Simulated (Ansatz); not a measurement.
TiSi$_{2}$:
```cif
data_Si16Ti8
_chemical_formula_sum 'Ti8 Si16'
_space_group_name_H-M_alt 'Fddd :1'
_space_group_IT_number 70
_space_group_name_Hall 'F 2 2 -1d'
_cell_length_a 4.80208
_cell_length_b 8.26466
_cell_length_c 8.57072
_cell_angle_alpha 90.000
_cell_angle_beta 90.000
_cell_angle_gamma 90.000
loop_
_atom_site_label
_atom_site_type_symbol
_atom_site_symmetry_multiplicity
_atom_site_Wyckoff_symbol
_atom_site_fract_x
_atom_site_fract_y
_atom_site_fract_z
_atom_site_occupancy
Ti1 Ti 8 b 0.50000 0.50000 0.50000 1
Si1 Si 16 f 0.00000 0.16270 0.00000 1
```
(The calculation used a cell of 6 atoms; values per cell refer to that cell.)

Relaxed with PBE.

Q: Which orbitals make up the states near the Fermi level in DFT-PBE in the program Ansatz with PAW potentials?

A: Within 0.5 eV of the Fermi level: Ti 3d 68 %, Si 3p 25 %. Projections are on Löwdin-orthogonalised atomic valence shells; empty p or d shells of many metals are not among them.

Q: Tabulate the density of states.

A: States/eV per cell of 6 atoms, in 0.25 eV bins, energy from the Fermi level.

```csv
E (eV),total,Ti 3d,Si 3p,Si 3s
-7.85,1.87,0.20,0.67,0.90
-7.60,1.44,0.17,0.51,0.69
-7.35,1.20,0.14,0.44,0.56
-7.10,1.10,0.13,0.42,0.51
-6.85,1.12,0.13,0.42,0.51
-6.60,1.18,0.13,0.44,0.53
-6.35,1.47,0.18,0.49,0.72
-6.10,1.52,0.18,0.52,0.73
-5.85,1.67,0.19,0.58,0.81
-5.60,1.12,0.15,0.43,0.46
-5.35,1.06,0.13,0.58,0.26
-5.10,1.48,0.17,0.98,0.23
-4.85,1.98,0.22,1.41,0.22
-4.60,2.25,0.31,1.50,0.31
-4.35,1.98,0.29,1.25,0.30
-4.10,1.91,0.28,1.21,0.27
-3.85,2.27,0.36,1.41,0.34
-3.60,2.36,0.39,1.49,0.33
-3.35,2.35,0.40,1.49,0.31
-3.10,2.30,0.46,1.41,0.28
-2.85,2.84,0.63,1.72,0.31
-2.60,3.12,0.73,1.91,0.30
-2.35,3.31,0.84,2.04,0.27
-2.10,4.32,1.27,2.58,0.28
-1.85,3.81,1.37,2.05,0.22
-1.60,4.19,1.65,2.16,0.18
-1.35,4.88,2.25,2.21,0.18
-1.10,5.76,3.18,2.15,0.16
-0.85,4.45,2.70,1.42,0.12
-0.60,3.35,2.10,1.00,0.11
-0.35,2.77,1.82,0.74,0.08
-0.10,2.52,1.74,0.59,0.06
0.15,1.86,1.31,0.42,0.05
0.40,1.35,0.94,0.30,0.04
0.65,2.05,1.47,0.42,0.05
0.90,3.18,2.28,0.63,0.09
1.15,3.43,2.45,0.61,0.17
1.40,3.39,2.60,0.42,0.15
1.65,1.77,1.16,0.35,0.16
1.90,2.17,1.19,0.66,0.21
2.15,3.34,1.98,0.93,0.26
2.40,4.80,3.05,1.08,0.38
2.65,8.25,5.53,1.34,0.84
2.90,7.18,4.97,1.02,0.77
3.15,4.79,3.00,0.71,0.64
3.40,4.11,2.02,0.85,0.58
3.65,5.07,2.37,1.14,0.68
3.90,5.62,2.48,1.56,0.55
4.15,5.87,2.30,1.88,0.59
```

Symmetry was held in the PBE relaxation. The run is not spin-polarised.

Potentials: the earlier of the program's two PAW sets.
